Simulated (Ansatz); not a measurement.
TiH$_{2}$: do energies and stresses tell the same story?

Method: DFT r2SCAN, scalar-relativistic, plane waves, PAW (Ansatz).

Plane waves to 500 eV, a k mesh through Γ of 18×18×18 on the computed 3-atom cell and Gaussian smearing (0.10 eV); no spin polarisation.

Relaxed cell: I4/mmm, a = 3.195 Å, b = 3.195 Å, c = 4.174 Å, α = 90.00°, β = 90.00°, γ = 90.00°, 3 atoms in the primitive cell. Whether it is the stable form of this composition wasn't checked.

Energies at zero smearing and pressures from the stress tensor, at volumes with shape and atoms relaxed:
| V (Å³/atom) | E − E(first) (meV/atom) | P (GPa) |
| --- | --- | --- |
| 6.248 | 0.00 | 24.01 |
| 6.461 | -26.82 | 16.63 |
| 6.674 | -44.52 | 10.26 |
| 6.887 | -54.35 | 4.76 |
| 7.100 | -57.38 | -0.01 |
| 7.313 | -54.51 | -4.12 |
| 7.526 | -46.54 | -7.68 |
| 7.810 | -29.17 | -11.69 |

Q: Check P = −dE/dV between neighbouring volumes, and get the bulk modulus from the pressures alone.

A: With 1 eV/Å³ = 160.2 GPa:
```
middle V (Å³/atom)  −ΔE/ΔV (GPa) mean P (GPa)
             6.355        20.175        20.319
             6.568        13.315        13.445
             6.781         7.392         7.508
             6.994         2.274         2.374
             7.207        -2.157        -2.066
             7.420        -5.991        -5.905
             7.668        -9.801        -9.688
```

The two differ by 0.14 GPa at most. The mean of two end pressures misses the average over a step by about ΔV² P″/12, up to 0.09 GPa here; with that taken off 0.05 GPa remains. The stress is the derivative of the free energy, not of the energy at zero smearing, and with free energies 0.02 GPa remains. Around V = 7.100 Å³/atom, the two neighbours give B = −V ΔP/ΔV = 7.100 × 8.88 / 0.426 = 148.0 GPa, against B0 = 147.5 GPa from the Birch–Murnaghan fit of the energies.

Cost: 9 runs of about 6.2 core-minutes in all, on Arm Neoverse V2 (shared hosts).